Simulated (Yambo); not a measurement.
G0W0@LDA for Mg$_{2}$Ge (anti-fluorite, space group Fm-3m, No. 225) in Yambo. Reference settings: 4×4×4 Γ-centred k mesh, bands 9 to 124 and a 8 Ry block in the screening, 124 bands in G with the Bruneval-Gonze terminator, plasmon pole fitted at 27.2 eV. The LDA gap Γ → X on this mesh is 0.10 eV; G0W0 gaps are taken between the same points.

With and without the terminator, as bands are cut:

```json
[
 {"bands in G (in W)": "31 (31)", "gap, terminator (eV)": "0.694", "gap, none (eV)": "0.562", "valence shift, terminator (eV)": "-0.090", "valence shift, none (eV)": "0.198"},
 {"bands in G (in W)": "48 (48)", "gap, terminator (eV)": "0.738", "gap, none (eV)": "0.645", "valence shift, terminator (eV)": "-0.372", "valence shift, none (eV)": "-0.183"},
 {"bands in G (in W)": "70 (70)", "gap, terminator (eV)": "0.784", "gap, none (eV)": "0.719", "valence shift, terminator (eV)": "-0.520", "valence shift, none (eV)": "-0.391"},
 {"bands in G (in W)": "97 (97)", "gap, terminator (eV)": "0.813", "gap, none (eV)": "0.776", "valence shift, terminator (eV)": "-0.595", "valence shift, none (eV)": "-0.519"},
 {"bands in G (in W)": "124 (124)", "gap, terminator (eV)": "0.831", "gap, none (eV)": "0.809", "valence shift, terminator (eV)": "-0.639", "valence shift, none (eV)": "-0.587"}
]
```

Over this range the gap spans 0.137 eV with the terminator and 0.247 eV without, the valence shift 0.549 eV and 0.785 eV. Neither column has reached its limit for certain.

The standard potential for Ge keeps a d shell in the valence without the s and p states of that shell. In tests on such compounds this moved G0W0 gaps by up to about 0.9 eV, so absolute quasiparticle energies here are unreliable; differences between settings are what counts.

Spin-orbit coupling is not included.

Geometry relaxed with LDA; primitive cell a = 4.445 Å, b = 4.445 Å, c = 4.445 Å, α = 60.00°, β = 60.00°, γ = 60.00°.

A shift is the quasiparticle energy of the state minus its LDA energy.
